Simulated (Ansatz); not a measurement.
A plane-wave DFT run in Ansatz 0.2.0 (scalar-relativistic PAW potentials unless the input names others): input and command.

```yaml
crystal:
  lattice:
    - [0.0, 4.861594426, 4.861594426]
    - [4.861594426, 0.0, 4.861594426]
    - [4.861594426, 4.861594426, 0.0]
  atoms:
    - { symbol: K, position: [0.75, 0.75, 0.75] }
    - { symbol: K, position: [0.25, 0.25, 0.25] }
    - { symbol: In, position: [0.5, 0.5, 0.5] }
    - { symbol: Sb, position: [0.0, 0.0, 0.0] }
    - { symbol: F, position: [0.7898700493, 0.2101299507, 0.2101299507] }
    - { symbol: F, position: [0.2101299507, 0.2101299507, 0.7898700493] }
    - { symbol: F, position: [0.2101299507, 0.7898700493, 0.7898700493] }
    - { symbol: F, position: [0.2101299507, 0.7898700493, 0.2101299507] }
    - { symbol: F, position: [0.7898700493, 0.2101299507, 0.7898700493] }
    - { symbol: F, position: [0.7898700493, 0.7898700493, 0.2101299507] }
basis:
  ecutwfc: 500
kpoints:
  mp_grid: { grid: [6, 6, 6] }
hamiltonian:
  xc: r2scan
scf:
  occupations: { method: gaussian, width: 0.02 }
output:
  forces: true
  eigenvalues: true
  stress: true
total_charge: -1
```

```bash
ansatz run input.yaml --threads 2 --pin off --max-ram 2662MiB --backend cpu --events-out ev --progress --plain --runs-dir out
```

Abridged log:
```
Pseudopotentials: kind: paw
Pseudopotential: K, paw, valence charge 9, recommended cutoff 500 eV (meta_gga)
Pseudopotential: In, paw, valence charge 13, recommended cutoff 500 eV (meta_gga)
Pseudopotential: Sb, paw, valence charge 15, recommended cutoff 500 eV (meta_gga)
Pseudopotential: F, paw, valence charge 7, recommended cutoff 500 eV (meta_gga)
Functional definition: r2SCAN
Crystal: 10 atoms, lattice volume = 229.809 Å³
Basis set: ecut = 500 eV, 5817 PW (Γ), exchange–correlation on 216×216×216 points (64 copies of the dense FFT grid, shifted against one another)
Bands: 55, of which v1, the nominal top of the filled ones, is band 45 counted from 1 (44 counted from 0)
Symmetry: 48 space group operations
Space group: Fm-3m (ITA 225), of the structure as read, at distance tolerance 6.1e-5 Å
k-points: 16 of 216
Initial density: superposition of atomic densities (neutral atoms scaled as one to the charged cell's electrons: chi_scale 0, normalization atom), corrected by the library's trained network
Initial wavefunctions: pseudopotential atomic-orbital guess
Functional: x = r2scan, c = r2scan; τ floored in thin density (d = 2e-4 eV/Å³)
SCF iter   1: F=—  HF=-20053.934494 eV  |F-HF|=—  |Δ(HF+E_count)|=         —  Δρ=3.25e-2  dr2=2.91e0  dr2_τ=7.43e-2  ethr=1.77e-3  ⟨swp⟩=8.6  Hψ=4010  notcnv=0  defer=3
SCF iter   2: F=—  HF=-20053.666226 eV  |F-HF|=—  |Δ(HF+E_count)|=   2.68e-1  Δρ=2.39e-2  dr2=7.36e-1  dr2_τ=9.12e-2  ethr=1.77e-3  ⟨swp⟩=3.6  Hψ=1956  notcnv=0  defer=61
SCF iter   3: F=—  HF=-20053.481551 eV  |F-HF|=—  |Δ(HF+E_count)|=   1.85e-1  Δρ=4.44e-3  dr2=1.17e-1  dr2_τ=1.55e-3  ethr=8.27e-4  ⟨swp⟩=3.2  Hψ=1851  notcnv=0  defer=65
automatic band count: iteration 3 solves 54 bands in place of 55: the levels show a gap, and the empty bands left out lie too high to hold charge; the band table lists the bands solved (type scf.n_extra_bands for more)
SCF iter   4: F=—  HF=-20053.471931 eV  |F-HF|=—  |Δ(HF+E_count)|=   9.62e-3  Δρ=1.98e-3  dr2=2.57e-2  dr2_τ=3.86e-4  ethr=1.32e-4  ⟨swp⟩=3.2  Hψ=1370  notcnv=0  defer=49
automatic band count: iteration 4 solves 53 bands in place of 54: the levels show a gap, and the empty bands left out lie too high to hold charge; the band table lists the bands solved (type scf.n_extra_bands for more)
SCF iter   5: F=—  HF=-20053.467603 eV  |F-HF|=—  |Δ(HF+E_count)|=   4.33e-3  Δρ=8.37e-4  dr2=4.02e-3  dr2_τ=3.47e-5  ethr=2.89e-5  ⟨swp⟩=3.5  Hψ=1396  notcnv=0  defer=49
SCF iter   6: F=—  HF=-20053.467355 eV  |F-HF|=—  |Δ(HF+E_count)|=   2.48e-4  Δρ=4.88e-4  dr2=2.00e-3  dr2_τ=1.39e-5  ethr=4.52e-6  ⟨swp⟩=2.0  Hψ=879  notcnv=0  defer=49
SCF iter   7: F=—  HF=-20053.466871 eV  |F-HF|=—  |Δ(HF+E_count)|=   4.84e-4  Δρ=2.23e-4  dr2=3.36e-4  dr2_τ=3.36e-6  ethr=2.24e-6  ⟨swp⟩=2.2  Hψ=1239  notcnv=0  defer=49
SCF iter   8: F=—  HF=-20053.466845 eV  |F-HF|=—  |Δ(HF+E_count)|=   2.64e-5  Δρ=6.74e-5  dr2=2.11e-5  dr2_τ=4.12e-7  ethr=3.77e-7  ⟨swp⟩=2.1  Hψ=1237  notcnv=0  defer=49
SCF iter   9: F=—  HF=-20053.466764 eV  |F-HF|=—  |Δ(HF+E_count)|=   8.12e-5  Δρ=2.20e-5  dr2=1.00e-6  dr2_τ=1.07e-7  ethr=2.37e-8  ⟨swp⟩=2.1  Hψ=1530  notcnv=0  defer=49
SCF iter  10: F=-20053.466764 eV  HF=-20053.466764 eV  |F-HF|=1.13e-8  |Δ(HF+E_count)|=   1.34e-7  Δρ=4.82e-6  dr2=4.26e-8  dr2_τ=4.91e-9  ethr=1.12e-10  ⟨swp⟩=11.6  Hψ=4826  notcnv=0
SCF 1 converged in 10 iterations: F = -20053.466764 eV  dr2 = 4.26e-8
SCF converged after 10 iterations
Free energy (F): -20053.466764 eV
Harris-Foulkes:  -20053.466764 eV  (|F-HF|=1.13e-8)
Internal energy: -20053.465208 eV  (E = F + TS)
E sigma→0 (E₀):  -20053.465986 eV
Entropy (-TS):   -0.001556 eV (-0.156 meV/atom)
Fermi energy:    6.521806 eV
--- Forces (eV/Å), atoms counted from 1 ---
  atom   1  K      0.00000000     0.00000000     0.00000000
  atom   2  K      0.00000000     0.00000000     0.00000000
  atom   3  In     0.00000000     0.00000000     0.00000000
  atom   4  Sb     0.00000000     0.00000000     0.00000000
  atom   5  F      1.82605790     0.00000000     0.00000000
  atom   6  F      0.00000000     0.00000000     1.82605790
  atom   7  F     -1.82605790     0.00000000     0.00000000
  atom   8  F      0.00000000     1.82605790     0.00000000
  atom   9  F      0.00000000    -1.82605790     0.00000000
  atom  10  F      0.00000000     0.00000000    -1.82605790
--- Stress (GPa, compression-positive) ---
        3.315060       0.000000       0.000000
        0.000000       3.315060       0.000000
        0.000000       0.000000       3.315060
  P = ⅓ Tr σ = 3.3151 GPa (33.151 kbar)
```

Apart from outputs and empty bands, the input differs from a reference run on usual settings in total_charge: not typed → -1. The reference, at the same geometry (not necessarily relaxed), gave pressure 2.76 GPa, largest force 2.099 eV/Å, gap on the mesh 1.02 eV. This run converged in 10 SCF iterations (reference: 7) with a total energy on another zero, pressure 3.32 GPa (with the neutralising background of the charged cell), largest force 1.826 eV/Å, no gap on the mesh.